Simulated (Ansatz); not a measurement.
Relaxed KF (rock salt):

```yaml
crystal:
  lattice:
    - [0.00000, 5.42078, 5.42078]
    - [2.71039, 0.00000, 2.71039]
    - [2.71039, 2.71039, 0.00000]
  atoms:
    - { symbol: F, position: [0.00000, 0.00000, 0.00000] }
    - { symbol: F, position: [0.50000, 0.00000, 0.00000] }
    - { symbol: K, position: [0.25000, 0.50000, 0.50000] }
    - { symbol: K, position: [0.75000, 0.50000, 0.50000] }
```

The atoms are displaced by Q × the pattern below (from a DFPT mode at L = (0.5, 0.0, 0.0), largest move 1; Q in Å), at fixed cell. (q is in reciprocal vectors of the primitive cell; the cell shown is doubled to hold the pattern.)

| atom | x | y | z |
|---|---|---|---|
| K3 | 0.577 | -0.577 | -0.577 |
| K4 | -0.577 | 0.577 | 0.577 |

Atoms not listed stay in place.

These are PBE (plane waves to 420 eV, PAW, scalar-relativistic; Ansatz, a program for electronic structure) values and carry that method's errors. k mesh 11×11×11 (Γ-centred), Fermi-Dirac smearing 0.05 eV. The energy includes the smearing's −TS. Stress and pressure are positive under compression. KF was relaxed with its symmetry unable to fall. ΔE is measured from the undisplaced structure.

| Q (Å) | ΔE (meV/cell) | −dE/dQ from forces (eV/Å) | P (GPa) |
|---|---|---|---|
| -0.100 | 50.2 | 1.003 | 0.16 |
| -0.083 | 34.8 | 0.836 | 0.11 |
| -0.067 | 22.3 | 0.669 | 0.07 |
| -0.050 | 12.5 | 0.502 | 0.04 |
| -0.033 | 5.6 | 0.335 | 0.02 |
| -0.017 | 1.4 | 0.167 | 0.01 |
| 0.000 | 0.0 | 0.000 | 0.00 |
| 0.017 | 1.4 | -0.167 | 0.01 |
| 0.033 | 5.6 | -0.334 | 0.02 |
| 0.050 | 12.5 | -0.502 | 0.04 |
| 0.067 | 22.3 | -0.669 | 0.07 |
| 0.083 | 34.8 | -0.836 | 0.11 |
| 0.100 | 50.2 | -1.003 | 0.16 |

What the scan shows:

The energy at Q = 0.100 Å is 50.2 meV/cell. Space group of the distorted cell: R-3m (No. 166), lowered from Fm-3m. Symmetry of the curve: even: the same for both signs. Shape of the curve: a single well with its minimum at or next to zero displacement. Harmonic wavenumber from the curvature (finite differences): 187 cm⁻¹. Wavenumber by perturbation theory (DFPT, on another k mesh): 187 cm⁻¹.

(For displaced atoms, the force is minus the slope of the energy, and its curvature is a force constant, which sets phonon frequencies.)
